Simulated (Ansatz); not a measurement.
In$_{2}$Se$_{3}$:
```
In2Se3
1.0
   -3.95994     0.00000     0.00000
   -0.00288    -0.00459    -9.61767
   -1.97978    -3.42967     0.00000
In Se
2 3
Direct
  0.66667   0.19350   0.66649
  0.33333   0.80650   0.33351
  0.00000   0.00000   0.00000
  0.66668   0.66866   0.66706
  0.33332   0.33134   0.33294
```

Relaxed with r²SCAN+D4.

Map the electron localisation function on the plane through (0.667, 0.194, 0.666) spanned by u = [0, 1, 0] and v = [1, 0, 1] in lattice vectors, from plane-wave PAW r²SCAN+D4 (Ansatz code).

x is the fraction of u, y of v (the angle between them is 90°; rows are the nearest grid lines); atoms in the plane: In at (0.00, 0.00), In at (0.61, 0.67), Se at (0.81, 0.33), Se at (0.48, 0.00), Se at (0.14, 0.67).
```
|   ::..     =%@@@#:.+#%#+:       ..::   |
|   ::..     -%@@@#-.*%%#+:       ..::   |
|..::::::.   .+%@@@%%%%%#=:.      ...::..|
|::::-=++=:   :#@@@@@@%#*-:.      ...::::|
|:-+#%%%%%%+.  .+#%%%*=:::.....     ...::|
|=*%@@@@@@@%=   :=+**-::::::...      ..:=|
|*#%%#**%@@@%=    ..:::.  .::...      .-*|
|*#%#+:-*@@@@*.    ..::    ::...      .-*|
|*#%#-..+@@@@*.    ..-.    .:...      .=*|
|*#%#+-=#@@@@*.    ..::    ::...      .-*|
|=*%%%%%@@@@#-      ..::::::..-===-:.  :=|
|-+#%%%%%%%%+.      ..:::::..-+###*=:. .-|
|.:-+*****+-.        ......-*%%@@%%%#=. .|
| ..:-===-:.          ....:+#%@@%%@%%*-. |
|                        .-#%@%+-=#%%%+: |
|                        .=#%@#-.:+%@%*: |
|                        .=#%@%=:-*%@%*: |
|                        .-*%@%#**%@%#+: |
|.....         .-++**+-:. .-*%%%@@@%#+:..|
|......       .=*#####*=:. .=#%%%%%%+-...|
|::::...      =%@@@@%%%#+:. .:-+++=-..:::|
|..::...     .*@@@@%#%%#*=.   .::::..::..|
|   ::..     -%@@@#-.*%%#+:       ..::   |
|   ::..     =%@@@#:.+#%#+:       ..::   |
```
Scale: ten equal steps from 0.000 (start of ' ') to 0.874 (end of '@'), in the order ' .:-=+*#%@'; x runs from 0.000 to 1.00, y from 0.000 (bottom) to 1.00 (top).

The density is the valence pseudo-density with augmentation charge, so density and ELF within about 1 Å of a nucleus are not all-electron values.

Space group P-3m1 (La2O3 or Ni2Al3 type). The workflow started from a Materials Project entry (that database holds measured and hypothetical structures alike); the Crystallography Open Database copy checked does not list it. COD files the formula under space group No. 160, 166, 169, 170, so this cell is another polymorph or a model. Whether it is the stable phase at ambient conditions was not checked. The r²SCAN+D4 relaxation kept the symmetry of its start; whether a distortion lowers the energy is not shown.

Potentials: the later of the program's two PAW sets.
